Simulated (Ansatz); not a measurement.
NaLaS$_{2}$:
```yaml
crystal:
  lattice:
    - [-2.89822, 2.89822, 6.08424]
    - [2.89822, -2.89822, 6.08424]
    - [2.89822, 2.89822, -6.08424]
  atoms:
    - { symbol: Na, position: [0.00000, 0.00000, 0.00000] }
    - { symbol: Na, position: [0.75000, 0.25000, 0.50000] }
    - { symbol: La, position: [0.25000, 0.75000, 0.50000] }
    - { symbol: La, position: [0.50000, 0.50000, 0.00000] }
    - { symbol: S, position: [0.48709, 0.98709, 0.50000] }
    - { symbol: S, position: [0.73709, 0.73709, 0.00000] }
    - { symbol: S, position: [0.26291, 0.26291, 0.00000] }
    - { symbol: S, position: [0.01291, 0.51291, 0.50000] }
```

The program Ansatz at the r²SCAN level (PAW) gives a gap of 2.79 eV without spin–orbit coupling, maximum at X, minimum at Γ.

Task: What happens when spin–orbit coupling is switched on?

Result: The gap hardly moves, to 2.79 eV; maximum at X, minimum at Γ.

Task: Give the electron effective mass with spin–orbit coupling.

Result: 0.36, 0.36, 1.6 mₑ (principal values).

Space group I4_1/amd. The first step of the workflow began from a Materials Project structure, measured or hypothetical; the Crystallography Open Database copy checked does not list it. Whether it is the stable phase at ambient conditions was not checked. The r²SCAN relaxation kept the symmetry of its start; its stability against distortions is not shown here.

Potentials: the later of the program's two PAW sets.
